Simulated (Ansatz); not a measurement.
WC:
```
CELL_PARAMETERS angstrom
      0.00000     2.18241     2.18241
      2.18241     0.00000     2.18241
      2.18241     2.18241     0.00000
ATOMIC_POSITIONS crystal
  W  0.00000 0.00000 0.00000
  C  0.50000 0.50000 0.50000
```

Relaxed with r²SCAN. Special points in fractions of this cell's reciprocal vectors: Γ (0.000, 0.000, 0.000); X (0.500, 0.000, 0.500); U (0.625, 0.250, 0.625); K (0.375, 0.375, 0.750); L (0.500, 0.500, 0.500); W (0.500, 0.250, 0.750).

Problem. List the band energies nearest the Fermi level at these points for DFT-r²SCAN in the program Ansatz with PAW potentials.

Solution. In eV from the Fermi level; about four levels below and three above (degenerate sets whole), none deeper than 8.9 eV; … stands for higher levels left out; points with the same levels are listed once.

```tsv
k	below	above
Γ	-2.98 -2.98 -2.98 -1.26 -1.26 -1.26	…
X	-6.07 -6.00 -2.79 -2.79	0.83 2.31 2.31
U	-7.41 -6.34 -5.28 -1.82	1.44 2.60 5.05
L	-7.10 -7.10	1.04 1.04 2.47
W	-6.78 -6.46 -6.46	0.45 0.45 2.32
```

Space group Fm-3m (rock salt). The first step of the workflow began from a Materials Project structure, measured or hypothetical; the Crystallography Open Database copy checked does not list it. It is not the phase usual at ambient conditions (space group No. 187). The r²SCAN relaxation kept the symmetry of its start; of distortions, only those at the zone centre were tested. The run is not spin-polarised. Its formation energy is positive at this level, so the cell may be metastable or incomplete. Scalar-relativistic: spin–orbit coupling is off unless named, which matters more the heavier the elements.

Potentials: the later of the program's two PAW sets.
